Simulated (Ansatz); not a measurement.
PbF2 in space group Pnma (No. 62; Pb on 4c, F on 4c, F on 4c), plane-wave PAW r²SCAN+D4 (Ansatz code). The conduction-band minimum lies at Γ, with 1 equivalent valley. Second derivatives d²E/dk² of the lowest band at one valley (eV·Å²), along Cartesian directions:

```tsv
direction	d²E/dk²
[100]	8.756
[010]	8.946
[001]	9.109
[110]	8.849
[101]	8.929
[011]	9.029
```

Problem. Find the principal effective masses, the density-of-states mass and the conductivity mass.

Solution. Off-diagonal terms follow from H_xy = H[110] − (H_xx + H_yy)/2, and m*/mₑ = 7.620 eV·Å² over each eigenvalue: 0.84, 0.85, 0.87. One valley's DOS mass (m₁m₂m₃)^(1/3) = 0.85, conductivity mass 3/(Σ 1/mᵢ) = 0.85 mₑ.

Problem. What effective density of states Nc follows at 300 K for parabolic valleys?

Solution. Nc = 2.509e19 × 1 × (0.85)^(3/2) ≈ 2.0e19 cm⁻³.

The first step of the workflow began from a Materials Project structure, measured or hypothetical; the Crystallography Open Database files this formula in space group No. 62, but the cells were not matched. Its standing as an ambient phase is unchecked. Symmetry was held in the r²SCAN+D4 relaxation; its stability against distortions is not shown here. Scalar-relativistic: spin–orbit coupling is off unless named, which matters more the heavier the elements.

Potentials: the later of the program's two PAW sets.

Edges and masses are those of Kohn–Sham bands, whose gap is no quasiparticle gap.
